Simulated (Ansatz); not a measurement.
Os (hcp (Mg type)), relaxed and computed with several functionals in Ansatz (plane waves, PAW). Much of their spread follows the volume that each gives.

```json
[
 {"functional": "r²SCAN", "V (Å³/atom)": "14.01", "B₀ by P(V) fit (GPa)": "427"},
 {"functional": "PBE", "V (Å³/atom)": "14.28", "B₀ by P(V) fit (GPa)": "397"},
 {"functional": "r²SCAN+D4", "V (Å³/atom)": "13.95", "B₀ by P(V) fit (GPa)": "434"},
 {"functional": "PBEsol", "V (Å³/atom)": "13.89", "B₀ by P(V) fit (GPa)": "?"},
 {"functional": "PBE+D3(BJ)", "V (Å³/atom)": "14.01", "B₀ by P(V) fit (GPa)": "418"}
]
```

Task: Fit a straight line to ln B₀ against ln V and predict the withheld value.

Result: Least squares on the 4 shown rows: ln B₀ = -3.57 × ln V + (15.475), with a scatter of 0.9 %. For PBEsol this gives 438. The run itself gave 431, a miss of 1.6 % of that.

All cells were relaxed under the symmetry of their starts (and spin orders); stability against distortions was not tested throughout. Rows with no word on spin ran without spin polarisation. Scalar-relativistic: spin–orbit coupling is off unless named, which matters more the heavier the elements.

Potentials: the later of the program's two PAW sets.

Ansatz (a program for electronic structure) is a plane-wave DFT program.
